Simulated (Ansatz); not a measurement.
C:
Space group C2/c (No. 15); a = 4.6110 Å, b = 9.1425 Å, c = 3.5977 Å, α = γ = 90.00°, β = 115.58°

| atom | site | symmetry | x | y | z |
|---|---|---|---|---|---|
| C | 8f | 1 | 0.0195 | 0.1956 | 0.0515 |
| C | 8f | 1 | 0.2379 | 0.3314 | 0.1213 |
(The calculation used a cell of 8 atoms; values per cell refer to that cell.)

Relaxed with PBEsol.

Question: Give the optical modes at the zone centre with their infrared activity from DFPT, PBEsol (plane waves, PAW; program Ansatz).

Answer: Transverse frequencies, without the LO–TO term; a row sums one degenerate level.

```tsv
ω (cm⁻¹)	degeneracy	IR ((D/Å)²/amu)	activity	symmetry
358	1	1.90	IR	Bu
543	1	0.00	IR-inactive	Bg
590	1	0.00	IR-inactive	Ag
606	1	0.00	IR-inactive	Ag
606	1	6.86	IR	Au
614	1	0.00	IR-inactive	Bg
654	1	0.00	IR-inactive	Bg
696	1	0.04	IR	Bu
720	1	0.08	IR	Au
792	1	0.00	IR-inactive	Bg
835	1	0.00	IR-inactive	Ag
916	1	0.00	IR-inactive	Ag
918	1	0.00	IR-inactive	Bg
954	1	0.71	IR	Au
968	1	0.73	IR	Bu
1060	1	0.00	IR-inactive	Bg
1079	1	0.38	IR	Au
1089	1	0.00	IR-inactive	Ag
1125	1	2.62	IR	Bu
1314	1	0.02	IR	Au
1315	1	0.00	IR-inactive	Ag
```

Question: How high does the top mode go among those that the LO–TO term moves?

Answer: 1129 cm⁻¹ for q along x, 956 cm⁻¹ for q along y, 367 cm⁻¹ for q along z.

The start of the workflow was typed in or built on a structure type; neither database checked (COD, Materials Project) lists it. It is not the phase usual at ambient conditions (space group No. 194, 227). The PBEsol relaxation kept the symmetry of its start. At this level the phase is mechanically unstable. The volume moved by 100 % from the start of the relaxation.

Potentials: the later of the program's two PAW sets.
